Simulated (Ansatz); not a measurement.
**Zone-centre phonons of SrTiO₃: input and output**

Level of theory: DFT PBEsol, scalar-relativistic, plane waves, PAW (Ansatz 0.2.0).

Launched with:
```bash
ansatz run input.yaml --threads 2 --pin off --max-ram 6144MiB --backend cpu --events-out ev --progress --plain --runs-dir out
```

Input (bare energies are in eV):
```yaml
crystal:
  lattice:
    - [3.8915, 0.0, 0.0]
    - [0.0, 3.8915, 0.0]
    - [0.0, 0.0, 3.8915]
  atoms:
    - { symbol: Sr, position: [0.0, 0.0, 0.0] }
    - { symbol: Ti, position: [0.5, 0.5, 0.5] }
    - { symbol: O, position: [0.5, 0.5, 0.0] }
    - { symbol: O, position: [0.5, 0.0, 0.5] }
    - { symbol: O, position: [0.0, 0.5, 0.5] }
basis:
  ecutwfc: 420
kpoints:
  mp_grid: { grid: [8, 8, 8] }
hamiltonian:
  xc: pbesol
scf:
  occupations: { method: fixed }
output:
  eigenvalues: true
phonons:
  method: dfpt
  dielectric: true
  rigid_motions: translations
  eigenvectors: true
```

The end of the output:
```
--- Phonons (Γ-DFPT): 4 representative perturbations + reference, on 170 of 512 k-points (Σ response iterations 14) ---
  k mesh reduced under 2 symmetry operations, with k and −k counted as one. Each operation leaves every solved perturbation unchanged. A smaller set is not considered because the run solves the response ...
  ASR residual: 2.579e-4 → 0.000e0 eV/Å²; symmetrization residual: 5.181e-6 eV/Å²
  ASR residual per site (eV/Å²): 2.58e-4 1.78e-4 6.76e-5 6.76e-5 6.76e-5
  Γ frequencies (cm⁻¹): -77.80 -77.80 -77.80 0.00 0.00 0.00 155.82 155.82 155.82 228.93 228.93 228.93 533.24 533.24 533.24
  ε∞ (high-frequency dielectric tensor):
        6.307950     0.000000    -0.000000
        0.000000     6.307950     0.000000
       -0.000000     0.000000     6.307950
  softest optical mode at Γ: -77.80 cm⁻¹; the repairs (sum rule, projections) moved no ω² at Γ by more than (1.57 cm⁻¹)²
  Born effective charges Z* (e; rows j = field, columns β = displacement):
    site 0:
         2.55539    0.00000    0.00000
         0.00000    2.55539    0.00000
         0.00000    0.00000    2.55539
    site 1:
         7.30137    0.00000    0.00000
         0.00000    7.30137    0.00000
         0.00000    0.00000    7.30137
    site 2:
        -2.03620    0.00000    0.00000
        -0.00000   -2.03620   -0.00000
         0.00000   -0.00000   -5.78435
    site 3:
        -2.03620    0.00000    0.00000
         0.00000   -5.78435    0.00000
         0.00000    0.00000   -2.03620
    site 4:
        -5.78435   -0.00000   -0.00000
        -0.00000   -2.03620    0.00000
         0.00000    0.00000   -2.03620
  Z* charge neutrality: 4.960e-3 e pre-enforcement
  solved inside a basis spanned on kpoints, on 8×8×8 k-points, its susceptibility summed on 12×12×12: ε∞ is read to err by 1.9e-2, Z* by 3.0e-2 e (field_mesh: kpoints solves on kpoints); Z* is corrected for ...
  optical modes at Γ without the LO–TO term, one row a degenerate level:
      ω (cm⁻¹) modes IR ((D/Å)²/amu)
        -77.80      3           210.6566
        155.82      3             6.6739
        228.93      3             0.0000
        533.24      3            45.5266
  optical modes at Γ + LO–TO along q̂ = [1.0000, 0.0000, 0.0000]:
      ω (cm⁻¹) modes IR ((D/Å)²/amu)
        -77.80      2           140.4378
        152.48      1             0.0139
        155.82      2             4.4493
        228.93      3             0.0000
        446.99      1             7.8856
        533.24      2            30.3511
        763.04      1            79.7196
  optical modes at Γ + LO–TO along q̂ = [0.0000, 1.0000, 0.0000]:
      ω (cm⁻¹) modes IR ((D/Å)²/amu)
        -77.80      2           140.4378
        152.48      1             0.0139
        155.82      2             4.4493
        228.93      3             0.0000
        446.99      1             7.8856
        533.24      2            30.3511
        763.04      1            79.7196
  optical modes at Γ + LO–TO along q̂ = [0.0000, 0.0000, 1.0000]:
      ω (cm⁻¹) modes IR ((D/Å)²/amu)
        -77.80      2           140.4378
        152.48      1             0.0139
        155.82      2             4.4493
        228.93      3             0.0000
        446.99      1             7.8856
        533.24      2            30.3511
        763.04      1            79.7196
```

Time: 110 s on 2 threads of Arm Neoverse V1, on a shared host, peak memory 1.2 GiB.

Its imaginary modes show that this cell, the ideal cubic perovskite prototype, isn't a minimum of the energy.

Negative frequencies stand for imaginary ones: the cell is unstable against these modes.